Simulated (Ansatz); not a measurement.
Consider the following.

Te$_{2}$Pd$_{3}$:
```
Te2Pd3
1.0
    1.94666    -6.41099     0.00000
    1.94666     6.41099     0.00000
    0.00000     0.00000     7.95608
Te Pd
4 6
Direct
  0.00000   0.00000   0.50000
  0.00000   0.00000   0.00000
  0.74190   0.25810   0.25000
  0.25810   0.74190   0.75000
  0.53443   0.46557   0.25000
  0.46557   0.53443   0.75000
  0.66220   0.33780   0.56837
  0.33780   0.66220   0.43163
  0.33780   0.66220   0.06837
  0.66220   0.33780   0.93163
```

This is the r²SCAN-relaxed structure.

Problem. All from the program Ansatz at the r²SCAN level (PAW), unless another level is named. Estimate the electronic character.

Solution. metallic (no gap).

Problem. Give the formation energy from the elements (no fitted shifts).

Solution. -0.34 eV/atom.

Problem. And the density of states at the Fermi level?

Solution. 0.54 states/eV per atom (mean over ±0.08 eV).

Space group Cmcm. The first step of the workflow began from a Materials Project structure, measured or hypothetical; the Crystallography Open Database copy checked does not list it. Its standing as an ambient phase is unchecked. The r²SCAN relaxation kept the symmetry of its start; whether a distortion lowers the energy is not shown. The run is not spin-polarised. The references are the lowest solids computed at this level, not always the standard phases. Scalar-relativistic: spin–orbit coupling is off unless named, which matters more the heavier the elements.

Potentials: the earlier of the program's two PAW sets.
